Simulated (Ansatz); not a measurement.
**Computed properties of SiW3**

SiW₃:
```
CELL_PARAMETERS angstrom
      0.00000     3.09342     3.09342
      3.09342     0.00000     3.09342
      3.09342     3.09342     0.00000
ATOMIC_POSITIONS crystal
  Si 0.00000 0.00000 0.00000
  W  0.50000 0.50000 0.50000
  W  0.25000 0.25000 0.25000
  W  0.75000 0.75000 0.75000
```

Space group Fm-3m (No. 225); conventional cell a = b = c = 6.1868 Å, α = β = γ = 90.00°.

Method: plane-wave PAW PBEsol (Ansatz code). The cell and atoms are relaxed at this level. Other levels are named where they apply.

### Cell and energy

- Volume per atom = 14.80 Å³
- Density = 16.26 g/cm³
- Formation energy from the elements (no fitted shifts) = 0.14 eV/atom

### Electronic structure

- Electronic character: metallic (no gap)
- Density of states at the Fermi level: 0.52 states/eV per atom (mean over ±0.08 eV)
- Gap with spin–orbit coupling: none (metallic)

### Mechanics

- Bulk modulus (Birch–Murnaghan fit) = 284 GPa
- Pressure derivative B′ = 4.3
- Elastic constants (relaxed ions, GPa) = C11 = 315, C12 = 270, C44 = 137
- Mechanical stability = stable (all eigenvalues of C positive)
- Hill bulk and shear moduli = 285 and 68.2 GPa
- Young's modulus = 190 GPa
- Poisson's ratio = 0.39
- Debye temperature from the elastic constants = 281 K

### Phonons

* **Highest zone-centre frequency**: 277 cm⁻¹
* **Zone-centre stability**: no imaginary mode at Γ

The cell is a constructed one: a structure type filled with these elements; neither database checked (COD, Materials Project) lists it. Whether it is the stable phase at ambient conditions was not checked. The cell was relaxed with PBEsol under the symmetry of its start. No spin polarisation was allowed. As this level gives no gap, shear constants depend on the k-mesh and smearing (Fermi–Dirac, 0.1 eV here). As this level gives no gap, phonon frequencies hold no LO–TO term and depend on the k-mesh and smearing (Fermi–Dirac, 0.1 eV here). The references are the lowest solids computed at this level, not always the standard phases. Spin–orbit coupling is left out wherever it is not named.

Potentials: the earlier of the program's two PAW sets. The files were generated under PBE; for other functionals the program regenerates the frozen cores, and for LDA and PBEsol the local potential too.
